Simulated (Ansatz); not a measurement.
A relaxation computed with Ansatz, from input to last step.

```yaml
crystal:
  lattice:
    - [4.9996775499, 0.0, 0.0]
    - [-2.499838775, 4.329847769, 0.0]
    - [0.0, 0.0, 3.5165942019]
  atoms:
    - { symbol: Na, position: [0.0, 0.0, 0.0] }
    - { symbol: Bi, position: [0.3333333333, 0.6666666667, 0.5] }
    - { symbol: Bi, position: [0.6666666667, 0.3333333333, 0.5] }
basis:
  ecutwfc: 420
kpoints:
  mp_grid: { grid: [6, 6, 6] }
hamiltonian:
  xc: pbe
scf:
  occupations: { method: gaussian, width: 0.1 }
  lower_state_search: "off"
output:
  forces: true
  stress: true
  eigenvalues: true
relax:
  adjacent_minimum: "off"
  f_tol: 0.04
  max_steps: 70
  cell: { stress_tol: 0.4 }
```

```bash
ansatz run input.yaml --threads 1 --pin off --max-ram 2560MiB --backend cpu --events-out ev --progress --plain --runs-dir out
```

Method: DFT PBE, scalar-relativistic, plane waves, PAW (Ansatz 0.2.0).

Of 6 frames 6 are shown, positions in Å and forces in eV/Å; the SCF threshold varies from step to step. Steps run on the plane waves of an earlier cell, with a Pulay correction in the pressure. The basis is chosen afresh for the last frame, the zero of the energies, and at times for earlier ones too; energy and pressure step there, also at an unchanged geometry. Here that happened at step 6 (-3 meV/atom, 0.2 GPa); the frames before carry an error of that size.

```xyz
3
Lattice="4.9997 0.0000 0.0000 -2.4998 4.3298 0.0000 0.0000 0.0000 3.5166" Properties=species:S:1:pos:R:3:forces:R:3 pbc="T T T" step=1 free_energy_over_end_meV_per_atom=316.62 pressure_GPa=15.79
Na    0.0000    0.0000    0.0000    0.0000    0.0000    0.0000
Bi    0.0000    2.8866    1.7583    0.0000    0.0000    0.0000
Bi    2.4998    1.4433    1.7583    0.0000    0.0000    0.0000
3
Lattice="5.2441 0.0000 0.0000 -2.6220 4.5415 0.0000 0.0000 0.0000 3.5559" Properties=species:S:1:pos:R:3:forces:R:3 pbc="T T T" step=2 free_energy_over_end_meV_per_atom=83.44 pressure_GPa=6.60
Na    0.0000    0.0000    0.0000    0.0000    0.0000    0.0000
Bi    0.0000    3.0277    1.7779    0.0000    0.0000    0.0000
Bi    2.6220    1.5138    1.7779    0.0000    0.0000    0.0000
3
Lattice="5.4275 0.0000 0.0000 -2.7137 4.7003 0.0000 0.0000 0.0000 3.6170" Properties=species:S:1:pos:R:3:forces:R:3 pbc="T T T" step=3 free_energy_over_end_meV_per_atom=12.12 pressure_GPa=1.90
Na    0.0000    0.0000    0.0000    0.0000    0.0000    0.0000
Bi    0.0000    3.1336    1.8085    0.0000    0.0000    0.0000
Bi    2.7137    1.5668    1.8085    0.0000    0.0000    0.0000
3
Lattice="5.5084 0.0000 0.0000 -2.7542 4.7704 0.0000 0.0000 0.0000 3.6417" Properties=species:S:1:pos:R:3:forces:R:3 pbc="T T T" step=4 free_energy_over_end_meV_per_atom=3.28 pressure_GPa=0.36
Na    0.0000    0.0000    0.0000    0.0000    0.0000    0.0000
Bi    0.0000    3.1803    1.8209    0.0000    0.0000    0.0000
Bi    2.7542    1.5901    1.8209    0.0000    0.0000    0.0000
3
Lattice="5.5335 0.0000 0.0000 -2.7667 4.7921 0.0000 0.0000 0.0000 3.6385" Properties=species:S:1:pos:R:3:forces:R:3 pbc="T T T" step=5 free_energy_over_end_meV_per_atom=2.67 pressure_GPa=0.02
Na    0.0000    0.0000    0.0000    0.0000    0.0000    0.0000
Bi    0.0000    3.1947    1.8192    0.0000    0.0000    0.0000
Bi    2.7667    1.5974    1.8192    0.0000    0.0000    0.0000
3
Lattice="5.5335 0.0000 0.0000 -2.7667 4.7921 0.0000 0.0000 0.0000 3.6385" Properties=species:S:1:pos:R:3:forces:R:3 pbc="T T T" step=6 free_energy_over_end_meV_per_atom=0.00 pressure_GPa=0.20
Na    0.0000    0.0000    0.0000    0.0000    0.0000    0.0000
Bi    0.0000    3.1947    1.8192    0.0000    0.0000    0.0000
Bi    2.7667    1.5974    1.8192    0.0000    0.0000    0.0000
```

The start puts this composition into another compound's structure type, which needn't suit it. At the end the space group is P6/mmm (tolerance 0.05 Å).

The run took 16 s on 1 thread of Arm Neoverse V2, on a shared host, peak memory 0.37 GiB.

The k mesh is coarse. Spin–orbit coupling is left out, which can shift energies with elements as heavy as these.